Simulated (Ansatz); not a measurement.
Input, command and steps of an Ansatz relaxation.

```yaml
crystal:
  lattice:
    - [4.2866848214, 0.0, 0.0]
    - [-2.1433424107, 3.7123779533, 0.0]
    - [0.0, 0.0, 18.3545535199]
  atoms:
    - { symbol: Ge, position: [0.0, 0.0, 0.0] }
    - { symbol: Sb, position: [0.3333333335, 0.6666666665, 0.5434416454] }
    - { symbol: Sb, position: [0.6666666665, 0.3333333335, 0.4565583546] }
    - { symbol: Sb, position: [0.6666666638, 0.3333333362, 0.793295416] }
    - { symbol: Sb, position: [0.3333333362, 0.6666666638, 0.206704584] }
    - { symbol: Te, position: [0.3333333326, 0.6666666674, 0.905667262] }
    - { symbol: Te, position: [0.6666666674, 0.3333333326, 0.094332738] }
    - { symbol: Te, position: [-1.6e-09, 1.6e-09, 0.6979592771] }
    - { symbol: Te, position: [1.6e-09, -1.6e-09, 0.3020407229] }
basis:
  ecutwfc: 420
kpoints:
  mp_grid: { grid: [12, 12, 2] }
hamiltonian:
  xc: pbe
scf:
  occupations: { method: gaussian, width: 0.01 }
output:
  forces: true
  stress: true
  eigenvalues: true
  write_density: true
  write_potential: true
  elf: true
  volumetric_format: npy
relax:
  adjacent_minimum: "off"
  f_tol: 0.008
  max_steps: 40
  cell: { stress_tol: 0.015, fix: [c, angles] }
```

```bash
ansatz run input.yaml --threads 2 --pin off --max-ram 5120MiB --backend cpu --events-out ev --progress --plain --runs-dir out
```

Method: Ansatz 0.2.0, DFT PBE, scalar-relativistic, plane waves, PAW.

Of 5 frames 4 are shown, positions in Å and forces in eV/Å; the SCF threshold varies from step to step. Steps run on the plane waves of an earlier cell, with a Pulay correction in the pressure. The basis is chosen afresh for the last frame, the zero of the energies, and at times for earlier ones too; energy and pressure step there, also at an unchanged geometry.

```xyz
9
Lattice="4.2867 0.0000 0.0000 -2.1433 3.7124 0.0000 0.0000 0.0000 18.3546" Properties=species:S:1:pos:R:3:forces:R:3 pbc="T T T" step=1 free_energy_over_end_meV_per_atom=1.29 pressure_GPa=-0.41
Ge    0.0000    0.0000    0.0000    0.0000    0.0000    0.0000
Sb    0.0000    2.4749    9.9746    0.0000    0.0000   -0.1369
Sb    2.1433    1.2375    8.3799    0.0000    0.0000    0.1369
Sb    2.1433    1.2375   14.5606    0.0000    0.0000   -0.0367
Sb    0.0000    2.4749    3.7940    0.0000    0.0000    0.0367
Te    0.0000    2.4749   16.6231    0.0000    0.0000    0.0022
Te    2.1433    1.2375    1.7314    0.0000    0.0000   -0.0022
Te    0.0000    0.0000   12.8107    0.0000    0.0000    0.1422
Te    0.0000    0.0000    5.5438    0.0000    0.0000   -0.1422
9
Lattice="4.3010 0.0000 0.0000 -2.1505 3.7247 0.0000 0.0000 0.0000 18.3546" Properties=species:S:1:pos:R:3:forces:R:3 pbc="T T T" step=2 free_energy_over_end_meV_per_atom=0.11 pressure_GPa=-0.14
Ge    0.0000    0.0000    0.0000    0.0000    0.0000    0.0000
Sb    0.0000    2.4832    9.9567    0.0000    0.0000    0.0767
Sb    2.1505    1.2416    8.3979    0.0000    0.0000   -0.0767
Sb    2.1505    1.2416   14.6079    0.0000    0.0000    0.0416
Sb    0.0000    2.4832    3.7467    0.0000    0.0000   -0.0416
Te    0.0000    2.4832   16.6455    0.0000    0.0000   -0.0053
Te    2.1505    1.2416    1.7090    0.0000    0.0000    0.0053
Te    0.0000    0.0000   12.8930    0.0000    0.0000   -0.0269
Te    0.0000    0.0000    5.4616    0.0000    0.0000    0.0269
9
Lattice="4.2996 0.0000 0.0000 -2.1498 3.7235 0.0000 0.0000 0.0000 18.3546" Properties=species:S:1:pos:R:3:forces:R:3 pbc="T T T" step=3 free_energy_over_end_meV_per_atom=0.04 pressure_GPa=-0.16
Ge    0.0000    0.0000    0.0000    0.0000    0.0000    0.0000
Sb    0.0000    2.4823    9.9640    0.0000    0.0000   -0.0205
Sb    2.1498    1.2412    8.3906    0.0000    0.0000    0.0205
Sb    2.1498    1.2412   14.6180    0.0000    0.0000   -0.0006
Sb    0.0000    2.4823    3.7366    0.0000    0.0000    0.0006
Te    0.0000    2.4823   16.6503    0.0000    0.0000   -0.0075
Te    2.1498    1.2412    1.7043    0.0000    0.0000    0.0075
Te    0.0000    0.0000   12.8971    0.0000    0.0000   -0.0028
Te    0.0000    0.0000    5.4574    0.0000    0.0000    0.0028
9
Lattice="4.3001 0.0000 0.0000 -2.1500 3.7240 0.0000 0.0000 0.0000 18.3546" Properties=species:S:1:pos:R:3:forces:R:3 pbc="T T T" step=5 free_energy_over_end_meV_per_atom=0.00 pressure_GPa=-0.18
Ge    0.0000    0.0000    0.0000    0.0000    0.0000    0.0000
Sb    0.0000    2.4827    9.9623    0.0000    0.0000    0.0007
Sb    2.1500    1.2413    8.3922    0.0000    0.0000   -0.0007
Sb    2.1500    1.2413   14.6149    0.0000    0.0000   -0.0003
Sb    0.0000    2.4827    3.7396    0.0000    0.0000    0.0003
Te    0.0000    2.4827   16.6477    0.0000    0.0000   -0.0009
Te    2.1500    1.2413    1.7068    0.0000    0.0000    0.0009
Te    0.0000    0.0000   12.8939    0.0000    0.0000    0.0007
Te    0.0000    0.0000    5.4607    0.0000    0.0000   -0.0007
```

Time: 2.8 min on 2 threads of Intel(R) Xeon(R) 6975P-C (Granite Rapids), with other jobs on the host, peak memory 1.7 GiB.